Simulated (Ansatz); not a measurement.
CaS:
```yaml
crystal:
  lattice:
    - [0.00000, 2.85592, 2.85592]
    - [2.85592, 0.00000, 2.85592]
    - [2.85592, 2.85592, 0.00000]
  atoms:
    - { symbol: Ca, position: [0.00000, 0.00000, 0.00000] }
    - { symbol: S, position: [0.50000, 0.50000, 0.50000] }
```

Relaxed with PBE. Special points in fractions of this cell's reciprocal vectors: Γ (0.000, 0.000, 0.000); X (0.500, 0.000, 0.500); U (0.625, 0.250, 0.625); K (0.375, 0.375, 0.750); L (0.500, 0.500, 0.500); W (0.500, 0.250, 0.750).

### Question
List the band energies nearest the valence-band maximum at these points for the program Ansatz at the PBE level (PAW).

### Answer
In eV from the valence-band maximum; about four levels below and three above (degenerate sets whole), none deeper than 8.9 eV; points with the same levels are listed once.

```
k              below                above
-  -----------------  -------------------
Γ     0.00 0.00 0.00  4.10 4.16 4.16 4.16
X  -2.26 -0.80 -0.80       2.38 5.58 5.97
U  -2.02 -1.85 -1.01       3.68 6.27 6.38
L  -3.06 -1.13 -1.13  5.20 6.03 6.17 6.17
W  -1.76 -1.76 -1.53       4.81 4.81 5.96
```

Space group Fm-3m (rock salt). The PBE relaxation kept the symmetry of its start.

Potentials: the later of the program's two PAW sets.
